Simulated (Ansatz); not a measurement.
Values for one crystal, relaxed and computed with the program Ansatz at the PBEsol level (PAW); other levels are named.

| Item | Result |
|---|---|
| Volume per atom | 14.48 Å³ |
| Electronic character | metallic (no gap) |
| Gap with spin–orbit coupling | none (metallic) |
| Pressure derivative B′ | 4.0 |
| Formation energy from the elements (no fitted shifts) | -0.49 eV/atom |
| Zone-centre stability | no imaginary mode at Γ |
| Bulk modulus (Birch–Murnaghan fit) | 201 GPa |

Task: Which of these materials gives this?
A) P2W, Cmc2_1 (P on 4a, P on 4a, W on 4a)
B) Mn5Ge3, P6_3/mcm (Mn on 6g, Mn on 4d, Ge on 6g)
C) InAs, rock salt
D) LaSe, rock salt

Result: A, P2W, Cmc2_1 (P on 4a, P on 4a, W on 4a)

The first step of the workflow began from a Materials Project structure, measured or hypothetical; the Crystallography Open Database files this formula in space group No. 36, but the cells were not matched. Whether it is the stable phase at ambient conditions was not checked. The PBEsol relaxation kept the symmetry of its start. The run is not spin-polarised. The references are the lowest solids computed at this level, not always the standard phases. Scalar-relativistic: spin–orbit coupling is off unless named, which matters more the heavier the elements.

Potentials: the later of the program's two PAW sets.
